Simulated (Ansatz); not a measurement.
# Al4FeCo3: rattling a relaxed structure

The structure comes from a generated guess, relaxed at this level; another structure or a mixture of phases may lie lower.

Computed with DFT PBE, scalar-relativistic, plane waves, PAW in Ansatz. Plane waves to 420 eV, a k mesh through Γ of 8×8×14 on the computed 8-atom cell and Gaussian smearing (0.10 eV); no spin polarisation.

The cell below (8 atoms, space group P4/mmm (No. 123)) is relaxed within its symmetry.

```yaml
crystal:
  lattice:
    - [5.70847, 0.00000, 0.00000]
    - [0.00000, 5.70847, 0.00000]
    - [0.00000, 0.00000, 2.85748]
  atoms:
    - { symbol: Al, position: [0.74750, 0.74750, 0.00000] }
    - { symbol: Al, position: [0.74750, 0.25250, 0.00000] }
    - { symbol: Al, position: [0.25250, 0.74750, 0.00000] }
    - { symbol: Al, position: [0.25250, 0.25250, 0.00000] }
    - { symbol: Fe, position: [0.50000, 0.50000, 0.50000] }
    - { symbol: Co, position: [0.50000, 0.00000, 0.50000] }
    - { symbol: Co, position: [0.00000, 0.50000, 0.50000] }
    - { symbol: Co, position: [0.00000, 0.00000, 0.50000] }
```

For the test it was strained at random (σ = 1.5 % a component), the atoms were moved at random (σ = 0.05 Å), and all was relaxed again on a coarse 8×4×4 mesh (in the run’s order of axes) with 0.20 eV smearing, with no symmetry imposed.

Trial moments died out on the coarse mesh, so the last step has no spin; another magnetic start might hold.

Question: Does it come back?

Answer: It returns, within 1 meV/atom of the unmoved cell on that mesh and with the same symmetry when read at 0.1 Å. So it is stable against the distortions that fit this cell and that this random move excites. Modes that don't fit the cell aren't tested.
